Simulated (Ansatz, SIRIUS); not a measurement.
This is a calculation of AlIn for Ansatz 0.2.0. Atoms were shifted at random by some hundredths of an Å from the given cell, which wasn't relaxed again for these runs. The cell comes from a database or a generator and needn't be the stable form of this composition.

The input input.yaml:

```yaml
crystal:
  lattice:
    - [3.05413, 0.0, 0.0]
    - [-1.52707, 2.64496, 0.0]
    - [0.0, 0.0, 5.82802]
  atoms:
    - { symbol: Al, position: [0.008601, 0.018711, 0.004997] }
    - { symbol: In, position: [0.01233, 0.001839, 0.506879] }
hamiltonian:
  xc: pbe
  pseudopotentials: { kind: paw }
kpoints:
  mp_grid: { grid: [10, 10, 5] }
scf:
  occupations: { method: fermi_dirac, width: 0.05 }
output:
  forces: true
  stress: true
  eigenvalues: true
```

Potentials or basis: Ansatz PAW.

Launch:

```bash
$ ansatz run input.yaml --threads 1 --pin off --max-ram 3584MiB --backend cpu --events-out ev --progress --plain --runs-dir out
```

**Question.** Set up the same calculation for SIRIUS 7.10.0. Potentials or basis there: PseudoDojo 0.4.1 PBE standard (scalar relativistic), cutoff 960 eV.

**Answer.** As run (cutoffs and basis follow the program's own potentials, and thresholds, step limits or extra output files can differ):

Contents of sirius.json:

```json
{
  "control": {
    "processing_unit": "cpu",
    "verbosity": 2,
    "num_bands_to_print": 15,
    "print_forces": true,
    "print_stress": true
  },
  "parameters": {
    "electronic_structure_method": "pseudopotential",
    "xc_functionals": ["XC_GGA_X_PBE", "XC_GGA_C_PBE"],
    "gk_cutoff": 8.4,
    "pw_cutoff": 16.8,
    "ngridk": [10, 10, 5],
    "shiftk": [0, 0, 0],
    "smearing": "fermi_dirac",
    "smearing_width": 0.0018374661,
    "num_bands": 15,
    "num_mag_dims": 0,
    "num_dft_iter": 100,
    "energy_tol": 1e-08,
    "density_tol": 1e-06
  },
  "iterative_solver": {
    "type": "davidson",
    "min_tolerance": 1e-09,
    "tolerance_scale": [0.1, 0.25]
  },
  "mixer": {
    "type": "anderson",
    "beta": 0.7,
    "max_history": 8
  },
  "settings": {
    "tol_ne": 1e-10,
    "pseudo_grid_cutoff": 6.5
  },
  "unit_cell": {
    "lattice_vectors": [
      [5.771469249003, 0.0, 0.0],
      [-2.885744073132, 4.99825001059, 0.0],
      [0.0, 0.0, 11.013361648841]
    ],
    "atom_coordinate_units": "lattice",
    "atom_types": ["Al", "In"],
    "atom_files": {
      "In": "In.json",
      "Al": "Al.json"
    },
    "atoms": {
      "Al": [
        [0.008601, 0.018711, 0.004997]
      ],
      "In": [
        [0.01233, 0.001839, 0.506879]
      ]
    }
  }
}
```

Potentials or basis: PseudoDojo 0.4.1 PBE standard (scalar relativistic).

The run is started by

```sh
$ upf_to_json In.upf
$ upf_to_json Al.upf
$ OMP_NUM_THREADS=1 sirius.scf --input=sirius.json --output=out.json --task=0
```

Both were run:

|  | Ansatz | SIRIUS |
| --- | --- | --- |
| Pressure | -0.1 GPa | -0.2 GPa |
| Energy over the undisturbed cell | 0.1 meV/atom | 0.1 meV/atom |

Ansatz's pressure holds a Pulay term of +0.04 GPa for its cutoff of 420 eV, which the other run lacks.

Where Ansatz's input types no cutoff or centring, it takes its own default and a Γ-centred mesh.

Pressure is positive in compression.
